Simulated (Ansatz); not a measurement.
All-electron LAPW in Ansatz 0.2.0 under PBE, scalar-relativistic, energies extrapolated to zero smearing. Slabs are 1×1 cells cut from bulk crystals relaxed on PAW files, with atoms then relaxed, 16 to 20 Å of vacuum, a dipole correction, k spacings of 0.16 to 0.26 Å⁻¹ and smearing of 0.02 to 0.1 eV, without spin–orbit coupling or spin polarisation. The bulk type named needn't be the stable one, and no reconstruction is allowed.

| slab | area (Å²) | γ (J/m²) | Φ (eV) | Δd12 (%) |
| --- | --- | --- | --- | --- |
| fcc Pd (110), 6 layers | 11.01 | 1.63 | ? | ? |
| fcc Pd (111), 6 layers | 6.74 | 1.35 | 5.23 | 0.2 |
| fcc Pd (111), 4 layers | 6.74 | 1.34 | 5.23 | 0.2 |

**Question.** What belongs in the row "fcc Pd (110), 6 layers", column "Δd12 (%)"?

**Answer.** -9.0.

**Question.** Give the missing entry: row "fcc Pd (110), 6 layers", column "Φ (eV)".

**Answer.** 4.78.
